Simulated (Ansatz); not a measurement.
**Y2Te3 with Sn replacing Y: gradients before and after relaxing the atoms**

Start: a cell of Y2Te3 (space group Fddd) built from a Materials Project structure (computed, not necessarily an observed phase), with all atoms left at the host's positions.

```cif
data_Y7SnTe12
_symmetry_space_group_name_H-M 'C2'
_symmetry_Int_Tables_number 5
_cell_length_a 8.7577
_cell_length_b 26.2001
_cell_length_c 7.5687
_cell_angle_alpha 90.000
_cell_angle_beta 125.348
_cell_angle_gamma 90.000
loop_
_atom_site_label
_atom_site_type_symbol
_atom_site_symmetry_multiplicity
_atom_site_Wyckoff_symbol
_atom_site_fract_x
_atom_site_fract_y
_atom_site_fract_z
Sn Sn 2 b 0.5000 0.6669 0.5000
Y2 Y 2 b 0.5000 0.8331 0.5000
Y3 Y 2 a 0.0000 0.0831 0.0000
Y4 Y 2 a 0.0000 0.9169 0.0000
Y5 Y 2 b 0.5000 0.0009 0.5000
Y6 Y 2 b 0.5000 0.4991 0.5000
Y7 Y 2 a 0.0000 0.7491 0.0000
Y8 Y 2 a 0.0000 0.2509 0.0000
Te9 Te 4 c 0.2506 0.7500 0.5000
Te11 Te 4 c 0.7494 0.5000 0.0000
Te13 Te 4 c 0.7465 0.5825 0.4984
Te14 Te 4 c 0.7519 0.4175 0.4984
Te17 Te 4 c 0.2535 0.6675 0.0016
Te18 Te 4 c 0.7481 0.3325 0.0016
```

One atom of each set is listed; the run and its k-mesh use a cell of 20 atoms with edges of 14.48, 13.81, 7.57 Å.

Computed with Ansatz: DFT, PBE, plane waves and PAW, scalar-relativistic, 420 eV cutoff, Γ-centred 3×3×3 k-points, Fermi–Dirac smearing 0.01 eV, cell charge +1.

The largest force at the start is 0.46 eV/Å. Relaxing the ions at fixed cell moves them by 0.167 Å at most (atom 1, Sn) and 0.066 Å rms.

```csv
site,moved (Å),first shell before,first shell after,V_zz before (10²¹ V/m²),η before
Sn,0.167,6 Te at 3.08–3.09 Å,6 Te at 2.97–3.20 Å,-3.16,0.83
Y2,0.044,6 Te at 3.08–3.09 Å,6 Te at 3.06–3.15 Å,-2.06,0.01
Y3,0.107,6 Te at 3.08–3.09 Å,6 Te at 3.06–3.16 Å,-2.25,0.20
Y4,0.016,6 Te at 3.08–3.09 Å,6 Te at 3.08–3.11 Å,-1.99,0.23
Te9,0.039,"1 Sn at 3.08 Å, 3 Y at 3.08–3.09 Å","1 Sn at 2.97 Å, 3 Y at 3.09–3.15 Å",21.9,0.17
Te11,0.056,4 Y at 3.08–3.09 Å,4 Y at 3.07–3.09 Å,4.88,0.28
Te13,0.027,"3 Y at 3.08 Å, 1 Sn at 3.09 Å","3 Y at 3.06–3.09 Å, 1 Sn at 3.20 Å",21.0,0.14
Te14,0.024,4 Y at 3.08–3.09 Å,4 Y at 3.06–3.10 Å,-3.38,0.70
Te17,0.119,"1 Sn at 3.08 Å, 3 Y at 3.08–3.09 Å","1 Sn at 2.97 Å, 3 Y at 3.13–3.16 Å",29.6,0.23
Te18,0.024,4 Y at 3.08–3.09 Å,4 Y at 3.05–3.11 Å,3.19,0.62
```

Question: How do the gradients change?

Answer: 

```json
{"site": "Sn", "V_zz after": "-6.19", "η after": "0.69", "change of V_zz": "-3.03"}
{"site": "Y2", "V_zz after": "-1.77", "η after": "0.12", "change of V_zz": "+0.29"}
{"site": "Y3", "V_zz after": "-4.13", "η after": "0.22", "change of V_zz": "-1.88"}
{"site": "Y4", "V_zz after": "-2.08", "η after": "0.46", "change of V_zz": "-0.09"}
{"site": "Te9", "V_zz after": "24.2", "η after": "0.07", "change of V_zz": "+2.34"}
{"site": "Te11", "V_zz after": "4.02", "η after": "0.41", "change of V_zz": "-0.86"}
{"site": "Te13", "V_zz after": "17.44", "η after": "0.32", "change of V_zz": "-3.55"}
{"site": "Te14", "V_zz after": "-3.78", "η after": "0.52", "change of V_zz": "-0.40"}
{"site": "Te17", "V_zz after": "36.0", "η after": "0.22", "change of V_zz": "+6.41"}
{"site": "Te18", "V_zz after": "-3.68", "η after": "0.63", "change of V_zz": "–"}
```

The largest change of V_zz along a kept axis is on Te17, from 29.6 to 36.0. In per cent, |V_zz| changes by +96 on Sn, -14 to +84 on Y, -18 to +22 on Te (all sites that start above 2, bar those whose gradient vanishes or changes sign or whose main axis turns by over 40°). Where |V_zz| stays above 0.1 and the axes keep their order, η moves most on Y4, from 0.23 to 0.46. On Te18 the largest principal value lies along another axis in the second run, so the two V_zz can't be compared directly. The table leaves out 4 of the 14 sites, with |V_zz| up to 2.22; their tensors move by 0.29 at most along any direction. The statements above cover all sites. The host's own positions weren't relaxed first, so part of the change far from the defect can be the host's relaxation.

The run isn't spin-polarised, and a state with spin may lie lower. The defect repeats with the cell of 20 atoms, so it feels its images: sites between two images don't show the values beside a lone defect, and zeros or small values of η there can come from the images' arrangement. Te and Y carry a gradient in the pure host already, so the values there aren't the defect's effect alone. A uniform background compensates the cell's charge. The defect cell has no gap above 0.1 eV on its mesh, so the values can hang on the smearing and the k-mesh. Without spin–orbit coupling the gradients at and beside Te can be off by some per cent, at some sites by more.
Before: The neighbours have not yet relaxed around the defect (largest force 0.46 eV/Å), so a real crystal will differ.
After: The relaxation keeps the site symmetry 2 of the start, so the impurity can move only along its axis; a distortion that would localise the partly filled state isn't explored.
